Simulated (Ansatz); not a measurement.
**Ge: zone-centre modes**

Theory: DFT r2SCAN, scalar-relativistic, plane waves, PAW in Ansatz 0.2.0. The runs took a 500 eV cutoff, a Γ-centred 12×12×4 mesh and Gaussian smearing (0.03 eV). No spin polarisation.

Reference structure (relaxed at this level; this form isn't the usual structure):

```yaml
crystal:
  lattice:
    - [4.00346, 0.00000, 0.00000]
    - [-2.00173, 3.46709, 0.00000]
    - [0.00000, 0.00000, 13.15265]
  atoms:
    - { symbol: Ge, position: [0.00000, 0.00000, 0.40684] }
    - { symbol: Ge, position: [0.00000, 0.00000, 0.59316] }
    - { symbol: Ge, position: [0.00000, 0.00000, 0.90684] }
    - { symbol: Ge, position: [0.00000, 0.00000, 0.09316] }
    - { symbol: Ge, position: [0.33333, 0.66667, 0.34412] }
    - { symbol: Ge, position: [0.66667, 0.33333, 0.65588] }
    - { symbol: Ge, position: [0.66667, 0.33333, 0.84412] }
    - { symbol: Ge, position: [0.33333, 0.66667, 0.15588] }
```

Harmonic modes by finite displacements of 0.02 Å, without the LO–TO term.

(1) At this geometry, is the structure stable against these modes?

(2) List the wavenumbers in cm⁻¹.

## Answers

(1) Yes: no mode is imaginary beyond 10 cm⁻¹, and only the three translations lie near zero.

(2) 0, 0, 0, 52, 52, 56, 56, 62, 62, 135, 137, 222, 238, 278, 282, 283, 283, 285, 285, 286, 286, 296, 296, 296.

Cost: 1 run of about 16 core-minutes, on Oxide Virtual Turin-like Processor (Zen 5) (shared hosts).